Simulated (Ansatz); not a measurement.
AsRu (CsCl type, space group No. 221), PBEsol (plane waves, PAW; program Ansatz), all energies at zero smearing, with the estimated change up to a 700 eV cutoff added, with one set of potentials and settings (totals compare only within such a set). Cell of 2 atoms (1 Ru, 1 As): -10629.628 eV.

| element | reference phase | E (eV/atom) |
|---|---|---|
| Ru | P6_3/mmc, 2 atoms in the cell | -5816.5470 |
| As | R-3m, 2 atoms in the cell | -4813.0298 |

Formation energy per atom, worked out: (-10629.628 − 1×(-5816.5470) − 1×(-4813.0298))/2 = -0.026 eV/atom (-2 kJ per mol of atoms), at 0 K, without zero-point energy or fitted corrections.

Space group Pm-3m (CsCl type). The cell is a constructed one: a structure type filled with these elements; neither database checked (COD, Materials Project) lists it. Whether it is the stable phase at ambient conditions was not checked. The PBEsol relaxation kept the symmetry of its start; its stability against distortions is not shown here. No spin polarisation was allowed. The references are the lowest solids computed at this level, not always the standard phases.

Potentials: the earlier of the program's two PAW sets. The files were generated under PBE; for other functionals the program regenerates the frozen cores, and for LDA and PBEsol the local potential too.
